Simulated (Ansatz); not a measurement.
InP:
```yaml
crystal:
  lattice:
    - [0.00000, 2.95082, 2.95082]
    - [2.95082, 0.00000, 2.95082]
    - [2.95082, 2.95082, 0.00000]
  atoms:
    - { symbol: P, position: [0.75000, 0.75000, 0.75000] }
    - { symbol: In, position: [0.00000, 0.00000, 0.00000] }
```

Relaxed with HSE06. Special points in fractions of this cell's reciprocal vectors: Γ (0.000, 0.000, 0.000); X (0.500, 0.000, 0.500); U (0.625, 0.250, 0.625); K (0.375, 0.375, 0.750); L (0.500, 0.500, 0.500); W (0.500, 0.250, 0.750).

List the band energies nearest the valence-band maximum at these points for plane-wave PAW HSE06 (Ansatz code).

In eV from the valence-band maximum; about four levels below and three above (degenerate sets whole), none deeper than 8.9 eV; points with the same levels are listed once.

```csv
k,below,above
Γ,0.00 0.00 0.00,1.38 4.91 4.91 4.91
X,-6.15 -2.47 -2.47,2.40 2.99 10.27
U,-5.98 -3.50 -2.06,3.06 5.24 8.47
L,-6.13 -1.03 -1.03,2.20 5.64 5.64
W,-5.97 -3.14 -3.05,5.03 5.31 6.44
```

Space group F-43m (zinc blende). The cell was relaxed with HSE06 under the symmetry of its start. The hybrid was solved on a coarse mesh, the path and, where they were found, the r²SCAN edge points; its band edges are the extreme levels among these. Scalar-relativistic: spin–orbit coupling is off unless named, which matters more the heavier the elements.

Potentials: the later of the program's two PAW sets.
